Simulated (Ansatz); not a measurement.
Sb2Pt:
```
CELL_PARAMETERS angstrom
      6.55309     0.00000     0.00000
      0.00000     6.55309     0.00000
      0.00000     0.00000     6.55309
ATOMIC_POSITIONS crystal
  Pt 0.00000 0.00000 0.00000
  Pt 0.50000 0.00000 0.50000
  Pt 0.50000 0.50000 0.00000
  Pt 0.00000 0.50000 0.50000
  Sb 0.37494 0.37494 0.37494
  Sb 0.12506 0.62506 0.87494
  Sb 0.87494 0.12506 0.62506
  Sb 0.62506 0.87494 0.12506
  Sb 0.62506 0.62506 0.62506
  Sb 0.87494 0.37494 0.12506
  Sb 0.12506 0.87494 0.37494
  Sb 0.37494 0.12506 0.87494
```

Relaxed with PBE.

Map the electron localisation function on the plane through (0.000, 0.000, 0.000) spanned by u = [1, 0, 0] and v = [0, 1, 1] in lattice vectors, from the program Ansatz at the PBE level (PAW).

x is the fraction of u, y of v (the angle between them is 90°; rows are the nearest grid lines); atoms in the plane: Pt at (0.00, 0.00), Pt at (0.00, 0.50), Sb at (0.37, 0.37), Sb at (0.63, 0.63).
```
y \ x   0.000  0.0909  0.182  0.273  0.364  0.455  0.545  0.636  0.727  0.818  0.909   1.00
------  -----  ------  -----  -----  -----  -----  -----  -----  -----  -----  -----  -----
1.00    0.665   0.613  0.310  0.450  0.403  0.657  0.657  0.403  0.450  0.310  0.613  0.665
0.925   0.551   0.377  0.310  0.320  0.371  0.525  0.524  0.381  0.356  0.323  0.440  0.551
0.850   0.356   0.456  0.397  0.142  0.076  0.091  0.092  0.078  0.076  0.162  0.290  0.356
0.775   0.383   0.414  0.420  0.262  0.066  0.127  0.314  0.378  0.247  0.067  0.121  0.383
0.700   0.368   0.452  0.435  0.222  0.090  0.376  0.338  0.238  0.378  0.381  0.184  0.368
0.625   0.297   0.345  0.344  0.105  0.111  0.354  0.069  0.000  0.197  0.520  0.309  0.297
0.550   0.673   0.541  0.299  0.217  0.331  0.602  0.333  0.225  0.362  0.416  0.452  0.673
0.450   0.673   0.452  0.416  0.362  0.225  0.333  0.602  0.331  0.217  0.299  0.541  0.673
0.375   0.297   0.309  0.520  0.197  0.000  0.069  0.354  0.111  0.105  0.344  0.345  0.297
0.300   0.368   0.184  0.381  0.378  0.238  0.338  0.376  0.090  0.222  0.435  0.452  0.368
0.225   0.383   0.121  0.067  0.247  0.378  0.314  0.127  0.066  0.262  0.420  0.414  0.383
0.150   0.356   0.290  0.162  0.076  0.078  0.092  0.091  0.076  0.142  0.397  0.456  0.356
0.0750  0.551   0.440  0.323  0.356  0.381  0.524  0.525  0.371  0.320  0.310  0.377  0.551
0.000   0.665   0.613  0.310  0.450  0.403  0.657  0.657  0.403  0.450  0.310  0.613  0.665
```

The density is the valence pseudo-density with augmentation charge, so density and ELF within about 1 Å of a nucleus are not all-electron values.

Space group Pa-3. The cell was relaxed with PBE under the symmetry of its start. The run is not spin-polarised. Scalar-relativistic: spin–orbit coupling is off unless named, which matters more the heavier the elements.

Potentials: the later of the program's two PAW sets.
